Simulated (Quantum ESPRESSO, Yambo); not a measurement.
For K$_{2}$MgH$_{4}$ (space group I4/mmm, No. 139), Yambo gives the independent-particle static dielectric constant along x as 3.45 on PBEsol bands and 2.83 after a scissor of 2.32 eV widens every gap (6×6×6 mesh, 79 bands, 3 Ry local-field block, 0.2 eV broadening). Axes are Cartesian, with cell vectors (Å) (-2.00, 2.00, 6.78), (2.00, -2.00, 6.78), (2.00, 2.00, -6.78).

Problem. A scissor keeps the position matrix elements. In a one-oscillator model, how does ε − 1 scale, and what mean transition energy do the two values imply?

Solution. Each transition adds |r|²/E to ε − 1, so ε − 1 ∝ 1/(E0 + Δ). Then (2.83 − 1)/(3.45 − 1) = E0/(E0 + Δ) = 0.747, and E0 = Δ(ε' − 1)/(ε − ε') = 6.8 eV. The computed Im ε, weighted by 1/E up to 20 eV, has its mean at 7.0 eV; the smallest direct PBEsol gap is 3.70 eV. The scissor comes from a G0W0 run whose convergence isn't established. Convergence of the RPA response with its 6×6×6 mesh was not tested.

Bands from Quantum ESPRESSO.

Geometry of the Materials Project entry, not relaxed at this level; primitive cell a = 7.3455 Å, b = 7.3455 Å, c = 7.3455 Å, α = 148.33°, β = 148.33°, γ = 45.40°.
